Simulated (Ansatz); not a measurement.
Theory: Ansatz 0.2.0, DFT PBE, scalar-relativistic, plane waves, PAW. Plane waves to 420 eV, a 12×12×4 mesh through Γ for the 6-atom cell and 0.02 eV Gaussian smearing; no spin polarisation.

Energies over the elements count from the elements' standard structures at the same level, with no fitted energy shifts. The references include black phosphorus.

Task: Give a relaxed trial structure of a trigonal semiconductor made of As, Ga and P, with a gap near 0.9 eV, a formation energy near −0.40 eV/atom and about 22 Å³ per atom, in a cell of 6 atoms.

Result: Ga3AsP2, space group P3m1 (No. 156). Ga on its first site is surrounded by 1 P at 2.38 Å and 3 As at 2.44 Å; around Ga on its second site lie 3 P at 2.41 Å and 1 As at 2.48 Å; P on its first site has 4 Ga at 2.39–2.41 Å; As is surrounded by 4 Ga at 2.44–2.48 Å; 2 more sites not described.

```
Ga P As
1.0
     3.94835    0.00000    0.00000
    -1.97418    3.41937    0.00000
     0.00000    0.00000    9.67704
Ga P As
3 2 1
Direct
  0.00000 0.00000 0.00703
  0.33333 0.66667 0.65996
  0.66667 0.33333 0.33331
  0.66667 0.33333 0.58019
  0.00000 0.00000 0.25323
  0.33333 0.66667 0.91627
```

- Volume per atom: 21.77 Å³
- Density: 4.40 g/cm³
- Formation energy: −0.397 eV/atom
- Gap on the 12×12×4 mesh of the 6-atom cell: 0.94 eV

The cell was found from a structure generator's guess, not taken from experiment. Other answers may fit too; this one was computed.

Kohn–Sham gaps at this level usually fall short of measured ones. The reference forms of As and P are held partly by dispersion forces, which this level lacks. A structure relaxed within its symmetry needn't be a true minimum.
